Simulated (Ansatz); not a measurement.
## SnSe: Electric field gradients

The cell is a Materials Project structure (computed, not necessarily an observed phase), atoms as given.

Space group Pnma (No. 62); a = 11.6645, b = 4.1263, c = 4.7009 Å.

```
site  Wyckoff  site symmetry       x       y       z
  Sn       4c            .m.  0.6188  0.7500  0.3766
  Se       4c            .m.  0.1486  0.2500  0.5092
```

One atom of each set is listed.

The numbers come from a DFT calculation in Ansatz (PBE, plane waves and PAW, scalar-relativistic, 420 eV cutoff, Γ-centred 3×8×7 k-points, Fermi–Dirac smearing 0.01 eV).

Conventions: |V_zz| ≥ |V_yy| ≥ |V_xx|, η = (V_xx − V_yy)/V_zz, C_Q = eQV_zz/h.

| site | atoms | first shell | V_zz (10²¹ V/m²) | η | C_Q (MHz) |
| --- | --- | --- | --- | --- | --- |
| Sn | 4 | 3 Se at 2.77 Å | -10.70 | 0.36 | – |
| Se | 4 | 3 Sn at 2.77 Å | -7.92 | 0.06 | – |

At Sn V_zz stands upright on the plane through its three neighbours (within 10°).

Sn, Se have no stable isotope with a ground-state quadrupole moment in the table, so no C_Q is given.

Without spin–orbit coupling (the program notes it for Sn) the gradients can shift somewhat, as the gap is small.
